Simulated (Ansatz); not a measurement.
Ti$_{5}$Si$_{3}$:
```
CELL_PARAMETERS angstrom
      7.44610     0.00000     0.00000
     -3.72305     6.44851     0.00000
      0.00000     0.00000     5.10886
ATOMIC_POSITIONS crystal
  Ti 0.33333 0.66667 0.00000
  Ti 0.66667 0.33333 0.00000
  Ti 0.66667 0.33333 0.50000
  Ti 0.33333 0.66667 0.50000
  Ti 0.25053 0.00000 0.25000
  Ti 0.74947 0.00000 0.75000
  Ti 0.25053 0.25053 0.75000
  Ti 0.74947 0.74947 0.25000
  Ti 0.00000 0.25053 0.25000
  Ti 0.00000 0.74947 0.75000
  Si 0.60809 0.00000 0.25000
  Si 0.39191 0.00000 0.75000
  Si 0.60809 0.60809 0.75000
  Si 0.39191 0.39191 0.25000
  Si 0.00000 0.60809 0.25000
  Si 0.00000 0.39191 0.75000
```

Relaxed with r²SCAN. Special points in fractions of this cell's reciprocal vectors: Γ (0.000, 0.000, 0.000); M (0.500, 0.000, 0.000); K (0.333, 0.333, 0.000); A (0.000, 0.000, 0.500); L (0.500, 0.000, 0.500); H (0.333, 0.333, 0.500).

List the band energies nearest the Fermi level at these points for r²SCAN (plane waves, PAW; program Ansatz).

In eV from the Fermi level; about four levels below and three above (degenerate sets whole), none deeper than 8.9 eV; points with the same levels are listed once.

```
k                                below                          above
-  -----------------------------------  -----------------------------
Γ              -1.02 -0.64 -0.64 -0.50            0.23 0.23 0.59 0.59
M              -0.64 -0.56 -0.34 -0.20                 0.13 0.49 0.64
K        -0.50 -0.50 -0.44 -0.03 -0.03                 0.59 0.59 0.66
A              -0.99 -0.99 -0.99 -0.99  0.36 0.36 0.45 0.45 0.45 0.45
L              -0.43 -0.43 -0.15 -0.15            0.57 0.57 0.65 0.65
H  -0.57 -0.57 -0.57 -0.57 -0.16 -0.16            0.43 0.43 0.43 0.43
```

Space group P6_3/mcm. The first step of the workflow began from a Materials Project structure, measured or hypothetical; the Crystallography Open Database files this formula in space group No. 193, but the cells were not matched. Its standing as an ambient phase is unchecked. The r²SCAN relaxation kept the symmetry of its start; its stability against distortions is not shown here. No spin polarisation was allowed.

Potentials: the later of the program's two PAW sets.
